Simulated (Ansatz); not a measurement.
SrAg5:
Space group P6/mmm (No. 191); a = 5.7103 Å, b = 5.7103 Å, c = 4.5965 Å, α = 90.00°, β = 90.00°, γ = 120.00°

| atom | site | symmetry | x | y | z |
|---|---|---|---|---|---|
| Ag | 3g | mmm | 0.5000 | 0.5000 | 0.5000 |
| Sr | 1a | 6/mmm | 0.0000 | 0.0000 | 0.0000 |
| Ag | 2c | -6m2 | 0.3333 | 0.6667 | 0.0000 |

Relaxed at zero pressure with the program Ansatz at the r²SCAN level (PAW).

**Question.** The volume is lowered by 9 % and shape and atoms relax at that volume. What pressure results, and how do the axes share the change?

**Answer.** 8.2 GPa; a -4.0 %, b -4.0 %, c -1.2 %; the energy rises by 45 meV/atom.

**Question.** Give the new structure.

**Answer.** 
Space group P6/mmm (No. 191); a = 5.482 Å, b = 5.482 Å, c = 4.539 Å, α = 90.00°, β = 90.00°, γ = 120.00°

```csv
atom,site,symmetry,x,y,z
Ag,3g,mmm,0.5000,0.5000,0.5000
Sr,1a,6/mmm,0.0000,0.0000,0.0000
Ag,2c,-6m2,0.3333,0.6667,0.0000
```

The phase is kept; no other phase was compared at this pressure.

The workflow started from an entry of the Crystallography Open Database (COD). Its standing as an ambient phase is unchecked. Symmetry was held in the r²SCAN relaxation; its stability against distortions is not shown here. The run is not spin-polarised. Axis ratios of metals converge slowly with the k-mesh, so a and c are less sure than the volume.

Potentials: the later of the program's two PAW sets.
